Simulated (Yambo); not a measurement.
Material: BN (space group P6_3/mmc, No. 194); a = 2.5054 Å, b = 2.5054 Å, c = 6.6103 Å, α = 90.00°, β = 90.00°, γ = 120.00° (4 atoms in the cell). Cell and atoms were relaxed with PBE+D3(BJ) from Materials Project entry mp-984, within its symmetry.

With norm-conserving PBE (Quantum ESPRESSO, 84 Ry, without SOC), the gap between the mesh's edge points (H → M) is 4.300 eV.

Task: By how much does one-shot G0W0 (Yambo; 6×6×2 Γ-centred k mesh, 31 bands and a 6 Ry block in the screening, 31 bands in G with the Bruneval-Gonze terminator, plasmon pole fitted at 27.2 eV) open this gap, and what gap results?

Result: The correction is 1.357 eV, giving 5.657 eV, 1.3 times the PBE value.  Convergence of the G0W0 settings was not tested.
